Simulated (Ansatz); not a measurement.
KBr:
Space group Fm-3m (No. 225); a = b = c = 6.706 Å, α = β = γ = 90.00°

| atom | site | symmetry | x | y | z |
|---|---|---|---|---|---|
| K | 4a | m-3m | 0.0000 | 0.0000 | 0.0000 |
| Br | 4b | m-3m | 0.5000 | 0.5000 | 0.5000 |
(The calculation used a cell of 2 atoms; values per cell refer to that cell.)

Relaxed with PBE.

**Question.** Tabulate the valence density and the electron localisation function along the shortest K–Br contact (3.35 Å), PBE (plane waves, PAW; program Ansatz).

**Answer.** 

| distance from K (Å) | density (e/Å³) | ELF |
|---|---|---|
| 0.34 | 4.04 | 0.77 |
| 0.50 | 3.18 | 0.86 |
| 0.67 | 1.96 | 0.88 |
| 0.84 | 0.97 | 0.84 |
| 1.01 | 0.42 | 0.69 |
| 1.17 | 0.18 | 0.30 |
| 1.34 | 0.09 | 0.06 |
| 1.51 | 0.07 | 0.03 |
| 1.68 | 0.08 | 0.12 |
| 1.84 | 0.12 | 0.47 |
| 2.01 | 0.20 | 0.73 |
| 2.18 | 0.35 | 0.83 |
| 2.35 | 0.60 | 0.87 |
| 2.51 | 0.93 | 0.88 |
| 2.68 | 1.17 | 0.79 |
| 2.85 | 1.06 | 0.40 |
| 3.02 | 0.62 | 0.03 |

The density is the valence pseudo-density with augmentation charge, so density and ELF within about 1 Å of a nucleus are not all-electron values.

The cell was relaxed with PBE under the symmetry of its start; phonons on a q-mesh show no instability.

Potentials: the later of the program's two PAW sets.
